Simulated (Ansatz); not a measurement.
# Structure relaxation, WS₂

The start is a relaxed WS2 cell shaken by Gaussian noise of σ = 0.08 Å a coordinate. A full variable-cell relaxation at zero pressure is run with PBEsol (plane waves to 420 eV, PAW, scalar-relativistic; Ansatz, a first-principles code). The first steps use a coarse 3×3×3 k-mesh.

Starting cell:
```
CELL_PARAMETERS angstrom
      5.86124     0.00000     0.00000
      0.00000     5.86124     0.00000
      0.00000     0.00000     5.86124
ATOMIC_POSITIONS crystal
  W  0.99655 0.01491 0.99086
  W  0.47903 0.49841 0.00408
  W  0.02189 0.49491 0.49252
  W  0.49903 0.98487 0.48946
  S  0.36540 0.36185 0.37402
  S  0.83497 0.13274 0.62042
  S  0.65828 0.86440 0.14387
  S  0.14252 0.65711 0.86277
  S  0.65838 0.62992 0.64769
  S  0.13843 0.85651 0.34998
  S  0.36479 0.14195 0.84282
  S  0.84821 0.36174 0.15948
```
Spin-polarised start, with parallel moments on W.

- Largest initial force = about 1.9 eV/Å, on S6 (atoms numbered as listed)
- Energy released = 0.15 eV/atom
- Relative to the parent = It does not go back: it reaches Pc (No. 7), 0.11 eV/atom below the parent
- Shortest distances (start → end) = The closest pairs of elements (up to four, under 3.6 Å), start → end: S–W 2.27 → 2.29 Å; S–S 2.83 → 2.83 Å; W–W 3.92 → 3.16 Å
- Moments at the end = zero (the starting moments vanished)
- Optimiser moves = 24

Final structure:

Space group Pc (No. 7); a = 5.889 Å, b = 5.860 Å, c = 5.612 Å, α = γ = 90.00°, β = 99.80°

| atom | site | symmetry | x | y | z |
|---|---|---|---|---|---|
| W | 2a | 1 | 0.9915 | 0.2900 | 0.4538 |
| W | 2a | 1 | 0.5477 | 0.2015 | 0.0619 |
| S | 2a | 1 | 0.6222 | 0.4255 | 0.4148 |
| S | 2a | 1 | 0.1547 | 0.3511 | 0.1095 |
| S | 2a | 1 | 0.3481 | 0.1397 | 0.6580 |
| S | 2a | 1 | 0.8322 | 0.0694 | 0.7910 |

Final values are on a 7×7×7 k-mesh of the relaxed cell. No spin polarisation in the result: the starting moments vanished.

The relaxed structure here is a generated cell of WS2: the first start was made by placing the elements on the sites of a structure type, and the end was not matched to a known phase here, so it may be hypothetical. Known forms of WS2 include space group No. 194.
